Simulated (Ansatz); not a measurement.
Consider the following.

Hf₂N:
```yaml
crystal:
  lattice:
    - [5.32641, 0.00000, 0.00000]
    - [0.00000, 5.32641, 0.00000]
    - [0.00000, 0.00000, 3.24777]
  atoms:
    - { symbol: Hf, position: [0.29535, 0.29535, 0.00000] }
    - { symbol: Hf, position: [0.70465, 0.70465, 0.00000] }
    - { symbol: Hf, position: [0.20465, 0.79535, 0.50000] }
    - { symbol: Hf, position: [0.79535, 0.20465, 0.50000] }
    - { symbol: N, position: [0.00000, 0.00000, 0.00000] }
    - { symbol: N, position: [0.50000, 0.50000, 0.50000] }
```

This is the r²SCAN-relaxed structure.

Question: All from DFT-r²SCAN in the program Ansatz with PAW potentials, unless another level is named. Predict the electronic character.

Answer: metallic (no gap).

Question: What about the formation energy from the elements (no fitted shifts)?

Answer: -1.34 eV/atom.

Question: Predict the density of states at the Fermi level.

Answer: 0.43 states/eV per atom (mean over ±0.08 eV).

Question: What about the gap with spin–orbit coupling?

Answer: none (metallic).

Space group P4_2/mnm (anti-rutile). The workflow started from a Materials Project entry (that database holds measured and hypothetical structures alike); the Crystallography Open Database copy checked does not list it. Its standing as an ambient phase is unchecked. Symmetry was held in the r²SCAN relaxation; whether a distortion lowers the energy is not shown. No spin polarisation was allowed. The references are the lowest solids computed at this level, not always the standard phases (solids in place of the gases). Spin–orbit coupling is left out wherever it is not named.

Potentials: the later of the program's two PAW sets.
